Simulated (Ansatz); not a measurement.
**Computed properties of CaAl2O4**

CaAl2O4:
```yaml
crystal:
  lattice:
    - [8.74420, 0.00000, 0.00000]
    - [-4.37210, 7.57270, 0.00000]
    - [0.00000, 0.00000, 8.09628]
  atoms:
    - { symbol: Ca, position: [0.00000, 0.00000, 0.73217] }
    - { symbol: Ca, position: [0.00000, 0.00000, 0.23217] }
    - { symbol: Ca, position: [0.66667, 0.33333, 0.23522] }
    - { symbol: Ca, position: [0.33333, 0.66667, 0.73522] }
    - { symbol: Ca, position: [0.66667, 0.33333, 0.80299] }
    - { symbol: Ca, position: [0.33333, 0.66667, 0.30299] }
    - { symbol: Al, position: [0.34192, 0.31414, 0.54391] }
    - { symbol: Al, position: [0.02778, 0.34192, 0.04391] }
    - { symbol: Al, position: [0.68586, 0.02778, 0.54391] }
    - { symbol: Al, position: [0.65808, 0.68586, 0.04391] }
    - { symbol: Al, position: [0.97222, 0.65808, 0.54391] }
    - { symbol: Al, position: [0.31414, 0.97222, 0.04391] }
    - { symbol: Al, position: [0.97933, 0.66075, 0.93715] }
    - { symbol: Al, position: [0.31858, 0.97933, 0.43715] }
    - { symbol: Al, position: [0.33925, 0.31858, 0.93715] }
    - { symbol: Al, position: [0.02067, 0.33925, 0.43715] }
    - { symbol: Al, position: [0.68142, 0.02067, 0.93715] }
    - { symbol: Al, position: [0.66075, 0.68142, 0.43715] }
    - { symbol: O, position: [0.58275, 0.79188, 0.90906] }
    - { symbol: O, position: [0.79087, 0.58275, 0.40906] }
    - { symbol: O, position: [0.20812, 0.79087, 0.90906] }
    - { symbol: O, position: [0.41725, 0.20812, 0.40906] }
    - { symbol: O, position: [0.20913, 0.41725, 0.90906] }
    - { symbol: O, position: [0.79188, 0.20913, 0.40906] }
    - { symbol: O, position: [0.44700, 0.54545, 0.51912] }
    - { symbol: O, position: [0.90155, 0.44700, 0.01912] }
    - { symbol: O, position: [0.45455, 0.90155, 0.51912] }
    - { symbol: O, position: [0.55300, 0.45455, 0.01912] }
    - { symbol: O, position: [0.09845, 0.55300, 0.51912] }
    - { symbol: O, position: [0.54545, 0.09845, 0.01912] }
    - { symbol: O, position: [0.26216, 0.87853, 0.24133] }
    - { symbol: O, position: [0.38363, 0.26216, 0.74133] }
    - { symbol: O, position: [0.12147, 0.38363, 0.24133] }
    - { symbol: O, position: [0.73784, 0.12147, 0.74133] }
    - { symbol: O, position: [0.61637, 0.73784, 0.24133] }
    - { symbol: O, position: [0.87853, 0.61637, 0.74133] }
    - { symbol: O, position: [0.88659, 0.11101, 0.03539] }
    - { symbol: O, position: [0.77558, 0.88659, 0.53539] }
    - { symbol: O, position: [0.88899, 0.77558, 0.03539] }
    - { symbol: O, position: [0.11341, 0.88899, 0.53539] }
    - { symbol: O, position: [0.22442, 0.11341, 0.03539] }
    - { symbol: O, position: [0.11101, 0.22442, 0.53539] }
```

Space group P6_3 (No. 173); conventional cell a = b = 8.7442 Å, c = 8.0963 Å, α = β = 90.00°, γ = 120.00°.

Method: r²SCAN in the plane-wave PAW code Ansatz. Structure relaxed to zero pressure with the same functional. Other levels are named where they apply.

Cell and energy:

Volume per atom: 12.76 Å³
Density: 2.94 g/cm³
Formation energy from the elements (no fitted shifts): -3.28 eV/atom

Electronic structure:

- Band gap: 4.97 eV (direct)
- Valence-band maximum: at Γ
- Conduction-band minimum: at Γ
- Electron effective mass: 0.44 mₑ (isotropic)
- Hole effective mass: 1.4, 4.8, 4.8 mₑ (principal values)
- HSE06 gap on the r²SCAN cell: 5.99 eV

Mechanics:

Bulk modulus (Birch–Murnaghan fit): 81.2 GPa
Pressure derivative B′: 4.6
Elastic constants (relaxed ions, GPa): C11 = 176, C12 = 83.6, C13 = 40.0, C33 = 116, C44 = 43.0
Mechanical stability: stable (all eigenvalues of C positive)
Hill bulk and shear moduli: 84.7 and 46.2 GPa
Young's modulus: 117 GPa
Poisson's ratio: 0.27
Debye temperature from the elastic constants: 562 K
Piezoelectric stress constants (proper, relaxed ions, C/m²): e15 = e24 = -0.49, e31 = e32 = -0.22, e33 = -0.52

Charges:

* **Bader charges**: Ca +1.61 to +1.65, Al +2.56, O -1.69 e

The first step of the workflow began from a Materials Project structure, measured or hypothetical; the Crystallography Open Database copy checked does not list it. COD files the formula under space group No. 14. Whether it is the stable phase at ambient conditions was not checked. The r²SCAN relaxation kept the symmetry of its start; its stability against distortions is not shown here. Signs of piezoelectric constants follow the polarity of the cell as given. The references are the lowest solids computed at this level, not always the standard phases (solids in place of the gases).

Potentials: the earlier of the program's two PAW sets. The files were generated under PBE; for other functionals the program regenerates the frozen cores, and for LDA and PBEsol the local potential too.
